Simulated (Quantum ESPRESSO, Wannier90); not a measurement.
# BaS$_{2}$ (C2/c): Wannier90 run

```xyz
6
Lattice="0.0000 -4.8074 0.0000 -4.6857 -2.4037 0.0000 -0.4165 -2.4037 -8.0413" Properties=species:S:1:pos:R:3 pbc="T T T"
Ba     1.0673    -0.6847    -2.0103
Ba    -1.0673     0.6847     2.0103
S      1.1230    -0.7036     3.8569
S     -1.1230     0.7036    -3.8569
S      1.4281     1.7001     0.1637
S     -1.4281    -1.7001    -0.1637
```

Materials Project entry mp-684; symmetrised, unrelaxed at this level. COD (Crystallography Open Database) has an entry of this formula and space group (matched by these alone). Level: LDA, no spin polarisation, no spin-orbit coupling; pw.x of Quantum ESPRESSO at 46 Ry with PseudoDojo potentials, 4×4×4 k-points, Wannier90. Density: 8×8×8 mesh, cold smearing 0.01 Ry. Spin-orbit coupling is left out although heavy elements are present.

Bands 3-4 form an isolated set from -14.29 to -13.79 eV relative to the valence-band maximum (on the path) and are turned into 2 Wannier functions by minimising the spread from the start: SCDM (isolated).

Q: Where do the functions sit, how wide are they and what are they made of?

A: 
```json
[
 {"functions": "2", "spread (Å²)": "2.42", "nearest atom, distance (Å)": "S 1.05", "second atom, distance (Å)": "S 1.05", "weight on atomic waves": "S 3s 74 %, Ba 5p 10 %, S 3p 10 %"}
]
```

Ω_I = 4.83 Å², Ω_total = 4.85 Å²; the interpolated bands follow pw.x to 1.0 meV rms on the path. Only this start was tried; a symmetric start can stop on a saddle, and mixtures of these functions could lower the total by at most Ω_total − Ω_I.
